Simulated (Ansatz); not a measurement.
## Ba (Pm-3m), clamped-ion strain scan

Theory: DFT LDA, scalar-relativistic, plane waves, PAW (Ansatz). Settings: plane waves to 420 eV, k-mesh 12×12×12 (Γ-centred), Gaussian smearing 0.15 eV. No spin polarisation. Energies are free energies at this smearing, counted from the undisturbed cell; pressure is positive in compression.

Zero of the scan (as given, not relaxed at this level; it stands at -1.2 GPa; this simple cubic form isn't the usual structure):

```
Ba
1.0
     3.91772    0.00000    0.00000
     0.00000    3.91772    0.00000
     0.00000    0.00000    3.91772
Ba
1
Cartesian
  0.0000 0.0000 0.0000
```

The cell is strained by ε times the Voigt pattern (0, 0, 1, 0, 0, 0) (xx, yy, zz, yz, xz, xy; engineering shear) with fractional coordinates fixed. The cell is metallic on the mesh throughout.

| ε | ΔE (meV/atom) | stress summed along the pattern (GPa, tension positive) | pressure (GPa) |
| --- | --- | --- | --- |
| -0.0600 | -8.5 | -0.53 | -0.8 |
| -0.0300 | -9.0 | 0.41 | -1.0 |
| 0.0000 | 0.0 | 1.16 | -1.2 |
| 0.0150 | 7.4 | 1.48 | -1.2 |
| 0.0450 | 27.3 | 2.02 | -1.3 |